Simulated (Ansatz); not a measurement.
Level of theory: DFT PBE, scalar-relativistic, plane waves, PAW in Ansatz. All cells share a 420 eV cutoff and Γ-centred k meshes spaced at most about 0.3 Å⁻¹ (about 0.25 or finer for metals, 2π included). No spin polarisation in the final relaxations.

Temperature and zero-point effects are left out. All come from trial cells, and lower structures may exist.

Question: These unrelaxed guesses for MgCd2SeS2 are each relaxed within their symmetry. Order them by the energy at which they end, lowest first.
A.

```
CELL_PARAMETERS angstrom
4.50628 0.00000 0.00000
0.00000 4.50628 0.00000
0.00000 0.00000 5.94912
ATOMIC_POSITIONS crystal
Mg 0.00000 0.00000 0.00000
Cd 0.00000 0.50000 0.50000
Cd 0.50000 0.00000 0.50000
Se 0.00000 0.00000 0.50000
S 0.50000 0.50000 0.77140
S 0.50000 0.50000 0.22860
```

B.

```
CELL_PARAMETERS angstrom
4.11540 0.00000 0.00000
-2.05770 3.56404 0.00000
0.00000 0.00000 10.05101
ATOMIC_POSITIONS crystal
Mg 0.66667 0.33333 0.00000
Cd 0.33333 0.66667 0.00000
Cd 0.33333 0.66667 0.50000
Se 0.00000 0.00000 0.50000
S 0.00000 0.00000 0.33588
S 0.00000 0.00000 0.66412
```

C.

```
CELL_PARAMETERS angstrom
-2.27720 2.27720 6.18190
2.27720 -2.27720 6.18190
2.27720 2.27720 -6.18190
ATOMIC_POSITIONS crystal
Mg 0.00000 0.00000 0.00000
Cd 0.35552 0.35552 0.00000
Cd 0.64448 0.64448 0.00000
Se 0.50000 0.50000 0.00000
S 0.25000 0.75000 0.50000
S 0.75000 0.25000 0.50000
```

D.

```
CELL_PARAMETERS angstrom
4.45227 0.00000 0.00000
0.00000 4.45227 0.00000
0.00000 0.00000 7.54116
ATOMIC_POSITIONS crystal
Mg 0.00000 0.00000 0.00000
Cd 0.50000 0.00000 0.83276
Cd 0.00000 0.50000 0.16724
Se 0.50000 0.50000 0.00000
S 0.50000 0.00000 0.31831
S 0.00000 0.50000 0.68169
```

Answer: D (ends in P-4m2, 0 meV/atom), C (ends in I4/mmm, 0.34 eV/atom), A (ends in P4/mmm, 0.52 eV/atom), B (ends in P-6m2, 0.54 eV/atom).

Weakly bound directions are ill-defined at this level, which has no dispersion term (P-4m2), and this can change margins and order among such cells. Cells relaxed within their symmetry can be saddle points. Some candidate types were left out of the draw beforehand, so a known form may be missing.
